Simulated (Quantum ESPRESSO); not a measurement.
**Kohn-Sham bands of KTaO3 (cubic perovskite)**

```
CELL_PARAMETERS angstrom
      3.99488     0.00000     0.00000
      0.00000     3.99488     0.00000
      0.00000     0.00000     3.99488
ATOMIC_POSITIONS crystal
  K  0.50000 0.50000 0.50000
  Ta 0.00000 0.00000 0.00000
  O  0.00000 0.50000 0.00000
  O  0.50000 0.00000 0.00000
  O  0.00000 0.00000 0.50000
```

Structure: Materials Project mp-3614, symmetrised, not relaxed again. COD (Crystallography Open Database) records the formula in this space group. Ideal cubic forms of this type are often high-temperature phases that distort on cooling; symmetry holds the cell here, and its stability was not tested. Method: PBEsol plane waves in Quantum ESPRESSO 7.5 (PseudoDojo norm-conserving files, 68 Ry, spinors with spin-orbit coupling), Bloch states on a 6×6×6 mesh through Γ, Wannier90 4.0.1. Density: 8×8×8 mesh, cold smearing 0.01 Ry.

Energies are relative to the valence-band maximum; weights are on the orthonormalised atomic waves of the pseudopotential files, averaged over the group. 40 electrons a cell are treated as valence.

```
bands  from (eV)  to (eV)  filling  weight on atomic waves
-----  ---------  -------  -------  ----------------------
1–2       -67.31   -67.31   filled                       …
3–4       -40.26   -40.23   filled                       …
5–8       -31.69   -31.55   filled                       …
9–10      -27.10   -27.04   filled                       …
11–16     -17.40   -15.57   filled                       …
17–22     -11.16   -10.52   filled                       …
23–40      -5.56     0.00   filled                       …
```

### Question
Which atomic shells make up each group?

### Answer

- 1–2, weight on atomic waves: Ta 5s 96 %
- 3–4, weight on atomic waves: Ta 5p 98 %
- 5–8, weight on atomic waves: Ta 5p 96 %
- 9–10, weight on atomic waves: K 3s 97 %
- 11–16, weight on atomic waves: O 2s 82 %, Ta 5d 9 %, Ta 6s 4 %
- 17–22, weight on atomic waves: K 3p 96 %
- 23–40, weight on atomic waves: O 2p 82 %, Ta 5d 13 %

The Kohn-Sham gap over both meshes and the path is 2.00 eV.
